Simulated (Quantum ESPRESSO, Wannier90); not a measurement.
## InSe (C2/m): Wannier90 run

```
begin unit_cell_cart
ang
    0.0000000000    4.1093000000    0.0000000000
   -1.7232320000    0.0000000000    4.7713520000
    5.8263950000   -2.0546500000    0.0000000000
end unit_cell_cart
begin atoms_frac
In   0.1118000000 -0.0468400000  0.2236000000
In  -0.1118000000  0.0468400000 -0.2236000000
Se   0.3390700000  0.3310400000 -0.3218600000
Se  -0.3390700000 -0.3310400000  0.3218600000
end atoms_frac
```

Structure: Materials Project mp-21405, symmetrised, not relaxed again. Not found in the COD (Crystallography Open Database) copy used, which has the formula in other groups; not checked further. Level: PBEsol, spinors with spin-orbit coupling; pw.x of Quantum ESPRESSO at 69 Ry with PseudoDojo potentials, 4×4×4 k-points, Wannier90. Density: 8×6×8 mesh, cold smearing 0.01 Ry. The cell is built of weakly bound layers, chains or molecules, whose nearest atoms lie 3.55 Å apart. Database cells relaxed without dispersion often hold them too far apart, which can enlarge gaps and weakens couplings between them; spacing and stacking were not compared with the measured crystal.

Bands 41-58 form an isolated set from -13.14 to 0.00 eV relative to the valence-band maximum (on the path) and are turned into 18 Wannier functions by minimising the spread from the start: SCDM (isolated).

### Question
Where do the functions sit, how wide are they and what are they made of?

### Answer
```tsv
functions	spread (Å²)	nearest atom, distance (Å)	second atom, distance (Å)	weight on atomic waves
8	2.22	Se 0.87	In 1.81	Se 4p 55 %, In 5p 17 %, Se 4s 13 %
4	2.09	Se 0.37	In 2.90	Se 4p 54 %, Se 4s 36 %
4	2.36	Se 0.87	In 1.83	Se 4p 54 %, In 5p 16 %, Se 4s 13 %
2	2.94	In 1.40	In 1.40	In 5s 54 %, In 5p 42 %
```

Ω_I = 37.45 Å², Ω_total = 41.44 Å²; the interpolated bands follow pw.x to 19 meV rms on the path. Only this start was tried; a symmetric start can stop on a saddle, and mixtures of these functions could lower the total by at most Ω_total − Ω_I.
